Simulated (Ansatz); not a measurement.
# LuBi in the zincblende structure

Method: PBEsol, scalar-relativistic; no spin polarisation; PAW, 420 eV, Γ-centred 8×8×8 mesh, 0.05 eV Gaussian smearing; code Ansatz; PAW files: Ansatz's generated set soft_2.

```
Lu Bi
1.0
     0.00000    3.43661    3.43661
     3.43661    0.00000    3.43661
     3.43661    3.43661    0.00000
Lu Bi
1 1
Direct
  0.00000 0.00000 0.00000
  0.25000 0.25000 0.25000
```

This is a trial structure: such lanthanide and actinide compounds mostly take the rock-salt structure.

The cell has space group F-43m (read at 0.01 Å). In it the stress is -0.02, -0.02, -0.02, 0.00, 0.00, 0.00 GPa and the largest force component 0.000 eV/Å. Each change below starts from this cell, without further relaxation. Stress is in GPa, positive in compression, in the order xx, yy, zz, yz, xz, xy; energies are counted from the cell above.

What happens when atom 2 (Bi) is moved by 0.02 Å along y?

The energy changes by 1.0 meV per cell, and the force on it along the shift is -0.104 eV/Å (−F/u = 5.22 eV/Å²). Stress: -0.02, -0.02, -0.02, 0.00, -0.34, 0.00. The gap on the mesh goes from 1.42 eV to 1.41 eV.
```tsv
atom	Fx (eV/Å)	Fy	Fz
Lu1	0.000	0.105	0.000
Bi2	0.000	-0.104	0.000
```
In a harmonic crystal the energy would rise by −½F·u = ½ × 5.22 × 0.02² eV = 1.0 meV, which matches.

What stress follows from an engineering strain of -2 % in zz, atoms carried along?

0.75, 0.75, 0.76, 0.00, 0.00, 0.00 GPa; the energy changes by 3.7 meV per cell. The gap on the mesh goes from 1.42 eV to 1.35 eV.
The change of the stress over the strain gives a clamped-atom stiffness of about 39 GPa for this component, a secant value that lies under the elastic constant in tension and over it in compression, by several per cent for each per cent of strain.
In a harmonic crystal the energy would rise by V(½Cε² − σ₀ε), with σ₀ the stress of the unstrained cell, = 3.7 meV, which matches.

Kohn–Sham gaps of semilocal functionals lie under measured ones, often by a third or more. These numbers lack spin–orbit coupling.
